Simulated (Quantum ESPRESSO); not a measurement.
Ti2GaLiReRhAl2, different elements on one site, starting from this cell

A calculation, not a measurement. The program is pw.x of Quantum ESPRESSO 7.5 (plane-wave density functional theory). The cell is made up: eight metal atoms on a face-centred cubic lattice, with elements, volume, strain and displacements drawn at random and not relaxed, so it may be unstable or far from any real phase. PseudoDojo standard norm-conserving files set the functional (PBE unless stated); there is no spin polarisation or spin-orbit coupling, the Fermi-Dirac width of 0.25 eV means electrons at about 2900 K, and the masses in the input are unused placeholders. Heavy elements are run without spin-orbit coupling, which real alloys of them have. A spin test at this wide smearing found no moment, but such smearing suppresses magnetism that the real alloy may have.

The runs put different elements on site 4. Cell, positions, cutoff, mesh and smearing stay as in the input of run 1; sites are counted in its order. Stress in the tables is positive in tension.

Input of run 1:

```
&control calculation='scf', pseudo_dir='./dojo.nc.sr.pbe.v0_5.standard.upf', outdir='./o', disk_io='minimal', tprnfor=.true., tstress=.true. /
&system ibrav=0, nat=8, ntyp=6, nbnd=52, ecutwfc=87.97787729, nosym=.true., tot_charge=0,
 occupations='smearing', smearing='fd', degauss=0.0183746611
/
&electrons conv_thr=1.470e-08, electron_maxstep=70, mixing_beta=0.5 /
ATOMIC_SPECIES
Al 1.0 Al.upf
Ga 1.0 Ga.upf
Li 1.0 Li.upf
Re 1.0 Re.upf
Rh 1.0 Rh.upf
Ti 1.0 Ti.upf
CELL_PARAMETERS angstrom
1.9291 3.9485 1.9917
2.019 -4.0366 2.0781
1.9309 0.0423 -6.0614
ATOMIC_POSITIONS angstrom
Ti -0.0275 -0.0024 -0.0249
Ga 1.9656 -2.083 0.0089
Li 1.9581 0.0203 -2.0332
Re 3.8295 -2.0068 -1.9922
Rh 2.0333 -0.0425 2.0352
Al 1.9486 1.8975 -0.0444
Ti 3.9193 -0.0304 0.0052
Al 3.9008 1.9429 -2.0593
K_POINTS automatic
6 6 4 1 1 1
```

| run | elements on sites 1 to 8 | -TS (eV) | pressure (GPa) | stress xx (GPa) | stress yy (GPa) | stress zz (GPa) | stress yz (GPa) | stress xz (GPa) | stress xy (GPa) | iterations |
| --- | --- | --- | --- | --- | --- | --- | --- | --- | --- | --- |
| 1 | Ti Ga Li Re Rh Al Ti Al | -1.362 | -5.46 | 4.35 | 7.06 | 4.98 | 2.22 | 0.61 | 2.02 | 14 |
| 2 | Ti Ga Li Ta Rh Al Ti Al | -1.354 | 0.27 | -1.16 | 1.55 | -1.20 | -0.05 | -1.05 | -0.54 | 16 |
| 3 | Ti Ga Li Ga Rh Al Ti Al | -1.280 | -2.40 | 0.97 | 2.85 | 3.39 | -0.94 | -0.52 | -1.32 | 13 |
| 4 | Ti Ga Li Zr Rh Al Ti Al | -1.352 | 4.89 | -5.71 | -2.82 | -6.13 | -1.08 | -1.46 | -1.69 | 15 |
| 5 | Ti Ga Li Ti Rh Al Ti Al | -1.484 | -0.69 | -0.06 | 2.01 | 0.13 | -0.81 | -1.06 | -1.06 | 16 |

Forces Fx Fy Fz (eV/Å):

```
site              run 1              run 2              run 3              run 4              run 5
   1   -0.34 -0.34 0.57   -0.03 -0.34 0.31   -0.07 -0.40 0.30    0.21 -0.36 0.05   -0.06 -0.35 0.31
   2    0.30 0.33 -0.03     0.05 0.35 0.20    -0.07 0.41 0.31    -0.25 0.36 0.53     0.13 0.37 0.12
   3   0.11 -0.02 -0.35   -0.09 0.04 -0.16   0.07 -0.11 -0.23   -0.19 0.04 -0.02  -0.04 -0.01 -0.16
   4   0.98 -0.33 -0.35   1.41 -0.03 -0.40    0.69 0.04 -0.17    1.24 0.08 -0.19    0.98 0.04 -0.29
   5  -0.19 -0.07 -0.26  -0.46 -0.14 -0.08  -0.16 -0.20 -0.21  -0.25 -0.15 -0.27  -0.38 -0.21 -0.06
   6    -0.57 0.49 0.50    -0.17 0.47 0.15    -0.24 0.50 0.15    0.10 0.47 -0.10    -0.19 0.48 0.16
   7   -0.23 -0.31 0.16   -0.57 -0.55 0.37   -0.16 -0.54 0.03   -0.67 -0.62 0.50   -0.36 -0.51 0.27
   8   -0.05 0.25 -0.24   -0.16 0.20 -0.39   -0.05 0.30 -0.18   -0.19 0.18 -0.50   -0.08 0.20 -0.34
```

Energies are left out, as each element's file has its own zero. A rerun of one cell of this series at a higher cutoff and on a denser mesh moved values by no more than 0.002 eV in energy, 0.02 GPa in stress and 0.003 eV/Å in force, and a second program with other atomic files agreed on that cell to 2 % rms in force and 0.5 GPa in pressure.